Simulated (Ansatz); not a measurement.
# Property card for Sb

Sb:
```xyz
1
Lattice="3.0863 0.0000 0.0000 0.0000 3.0863 0.0000 0.0000 0.0000 3.0863" Properties=species:S:1:pos:R:3 pbc="T T T"
Sb     0.0000     0.0000     0.0000
```

Space group Pm-3m (No. 221), simple cubic; conventional cell a = 3.0863 Å, b = 3.0863 Å, c = 3.0863 Å, α = 90.00°, β = 90.00°, γ = 90.00°.

Method: r²SCAN (plane waves, PAW; program Ansatz). Structure relaxed to zero pressure with the same functional. Other levels are named where they apply.

### Cell and energy

```
Quantity             Result
---------------  ----------
Volume per atom    29.40 Å³
Density          6.88 g/cm³
```

### Electronic structure

```
Property                                                                    Result
------------------------------------  --------------------------------------------
Electronic character                                             metallic (no gap)
Density of states at the Fermi level  0.46 states/eV per atom (mean over ±0.08 eV)
Gap with spin–orbit coupling                                       none (metallic)
```

### Mechanics

```
Property                                                                      Result
--------------------------------------------  --------------------------------------
Elastic constants (relaxed ions, GPa)              C11 = 137, C12 = 21.3, C44 = 15.6
Mechanical stability                          stable (all eigenvalues of C positive)
Hill bulk and shear moduli                                         59.8 and 27.3 GPa
Young's modulus                                                             71.0 GPa
Poisson's ratio                                                                 0.30
Debye temperature from the elastic constants                                   215 K
```

The first step of the workflow began from a Materials Project structure, measured or hypothetical; the Crystallography Open Database files this formula in space group No. 221, but the cells were not matched. It is not the phase usual at ambient conditions (space group No. 166). Symmetry was held in the r²SCAN relaxation; its stability against distortions is not shown here. As this level gives no gap, shear constants depend on the k-mesh and smearing (Fermi–Dirac, 0.1 eV here). Scalar-relativistic: spin–orbit coupling is off unless named, which matters more the heavier the elements.

Potentials: the later of the program's two PAW sets.
